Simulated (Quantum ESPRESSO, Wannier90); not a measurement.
**Wannier functions of AlInSb₂ (P-4m2)**

Cell from Materials Project (mp-1228890), symmetrised, no further relaxation. Not found in the COD (Crystallography Open Database) copy used; not checked further. Method: PBEsol plane waves in Quantum ESPRESSO 7.5 (PseudoDojo norm-conserving files, 64 Ry, spinors with spin-orbit coupling), Bloch states on a 6×6×4 mesh through Γ, Wannier90 4.0.1. Density: 8×8×6 mesh, Gaussian smearing 0.01 Ry. With spin-orbit coupling a semilocal functional can close or falsely invert a small gap; the band order was not checked against a better method. The gap is small at this level and was sampled on the meshes and a path alone.

```
begin unit_cell_cart
ang
    4.5061700000    0.0000000000    0.0000000000
    0.0000000000    4.5061700000    0.0000000000
    0.0000000000    0.0000000000    6.3488200000
end unit_cell_cart
mp_grid = 6 6 4
```

Q: Which shells of neighbouring k-points and which b-vectors and weights does Wannier90 pick for this cell and mesh?

A: 
```
 *---------------------------------- K-MESH ----------------------------------*
 +----------------------------------------------------------------------------+
 |                    Distance to Nearest-Neighbour Shells                    |
 |                    ------------------------------------                    |
 |          Shell             Distance (Ang^-1)          Multiplicity         |
 |          -----             -----------------          ------------         |
 |             1                   0.232392                      4            |
 |             2                   0.247415                      2            |
 |             3                   0.328652                      4            |
 |             4                   0.339441                      8            |
 |             5                   0.411371                      8            |
 |             6                   0.464784                      4            |
 |             7                   0.494831                      2            |
 |             8                   0.519644                      8            |
       ... (lines left out)
 +----------------------------------------------------------------------------+
 | The b-vectors are chosen automatically                                     |
 | The following shells are used:                       1,  2                 |
 +----------------------------------------------------------------------------+
 |                        Shell   # Nearest-Neighbours                        |
 |                        -----   --------------------                        |
 |                          1               4                                 |
 |                          2               2                                 |
 +----------------------------------------------------------------------------+
 | Completeness relation is fully satisfied [Eq. (B1), PRB 56, 12847 (1997)]  |
 +----------------------------------------------------------------------------+
 |                  b_k Vectors (Ang^-1) and Weights (Ang^2)                  |
 |                  ----------------------------------------                  |
 |            No.         b_k(x)      b_k(y)      b_k(z)        w_b           |
 |            ---        --------------------------------     --------        |
 |             1         0.000000    0.232392    0.000000     9.258229        |
 |             2         0.232392    0.000000    0.000000     9.258229        |
 |             3         0.000000   -0.232392    0.000000     9.258229        |
 |             4        -0.232392    0.000000    0.000000     9.258229        |
 |             5         0.000000    0.000000    0.247415     8.168010        |
 |             6         0.000000    0.000000   -0.247415     8.168010        |
```
